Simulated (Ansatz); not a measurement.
A geometry of Pd away from equilibrium: step 2 of the relaxation of a relaxed Pd cell displaced along its unstable phonon at q = (½, 0, 0) of its primitive reciprocal cell (52i cm⁻¹), largest move 0.15 Å. The numbers are results of PBEsol (plane waves to 420 eV, PAW, scalar-relativistic; Ansatz, a quantum-chemistry and plane-wave program), not measurements. Γ-centred k-mesh 7×14×12 on the run's cell (coarser than for final values), Fermi–Dirac smearing 0.05 eV.

```xyz
2
Lattice="5.2296 -0.0355 0.0000 -1.3228 2.2911 0.0000 0.0000 0.0000 2.6002" Properties=species:S:1:pos:R:3 pbc="T T T"
Pd     0.0000     0.0000     0.2114
Pd     2.6148    -0.0177    -0.2114
```

### Question
Which atoms carry the largest force, and which way does it point?

### Answer
0.23 eV/Å, on Pd1, Pd2 (atoms numbered as listed); on Pd1 its components are (0.00, 0.00, 0.23).

### Question
What is the pressure?

### Answer
+0.7 GPa, compression positive.

### Question
How far above the relaxed end point is this geometry?

### Answer
0.27 eV/atom; the path ends in Fm-3m (No. 225) (fcc (Cu type)).

No spin polarisation in the result.

The run could not lose the symmetry of its start.

Of the parent cell (P6/mmm (No. 191)): it is a generated cell of Pd: the first start was made by placing the elements on the sites of a structure type, and the end was not matched to a known phase here, so it may be hypothetical. Known forms of Pd include space group No. 225.
